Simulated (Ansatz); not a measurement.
CuI:
```xyz
2
Lattice="0.0000 2.9693 2.9693 2.9693 0.0000 2.9693 2.9693 2.9693 0.0000" Properties=species:S:1:pos:R:3 pbc="T T T"
Cu     4.4540     4.4540     4.4540
I      0.0000     0.0000     0.0000
```

Relaxed with PBEsol.

Q: Give the optical modes at the zone centre with their infrared activity from DFPT, DFT-PBEsol in the program Ansatz with PAW potentials.

A: Transverse frequencies, without the LO–TO term; a row sums one degenerate level.

| ω (cm⁻¹) | degeneracy | IR ((D/Å)²/amu) | activity | symmetry |
|---|---|---|---|---|
| 145 | 3 | 1.64 | IR | T2 |

Q: How high does the top mode go among those that the LO–TO term moves?

A: 156 cm⁻¹ for q along x.

Space group F-43m (zinc blende). The PBEsol relaxation kept the symmetry of its start. The run is not spin-polarised. Scalar-relativistic: spin–orbit coupling is off unless named, which matters more the heavier the elements.

Potentials: the earlier of the program's two PAW sets. The files were generated under PBE; for other functionals the program regenerates the frozen cores, and for LDA and PBEsol the local potential too.
